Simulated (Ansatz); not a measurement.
NbCd3:
```xyz
4
Lattice="4.3072 0.0000 0.0000 0.0000 4.3072 0.0000 0.0000 0.0000 4.3072" Properties=species:S:1:pos:R:3 pbc="T T T"
Cd     0.0000     2.1536     2.1536
Cd     2.1536     0.0000     2.1536
Cd     2.1536     2.1536     0.0000
Nb     0.0000     0.0000     0.0000
```

Relaxed with PBE. Special points in fractions of this cell's reciprocal vectors: Γ (0.000, 0.000, 0.000); X (0.000, 0.500, 0.000); M (0.500, 0.500, 0.000); R (0.500, 0.500, 0.500).

List the band energies nearest the Fermi level at these points for DFT-PBE in the program Ansatz with PAW potentials.

In eV from the Fermi level; about four levels below and three above (degenerate sets whole), none deeper than 8.9 eV; points with the same levels are listed once.

```json
[
 {"k": "Γ", "below": "-7.54 -7.54 -7.54 -0.92 -0.92", "above": "0.27 0.27 0.27"},
 {"k": "X", "below": "-5.64 -0.80 -0.80 -0.73", "above": "1.00 1.09 2.97"},
 {"k": "M", "below": "-3.12 -3.12 -2.96 -0.28 -0.28", "above": "1.10 1.68 2.06"},
 {"k": "R", "below": "-2.11 -1.09 -1.09 -1.09", "above": "1.44 1.44 3.37"}
]
```

Space group Pm-3m (Cu3Au type). The workflow started from an entry of the Crystallography Open Database (COD). Its standing as an ambient phase is unchecked. The cell was relaxed with PBE under the symmetry of its start; whether a distortion lowers the energy is not shown. No spin polarisation was allowed. Scalar-relativistic: spin–orbit coupling is off unless named, which matters more the heavier the elements.

Potentials: the later of the program's two PAW sets.
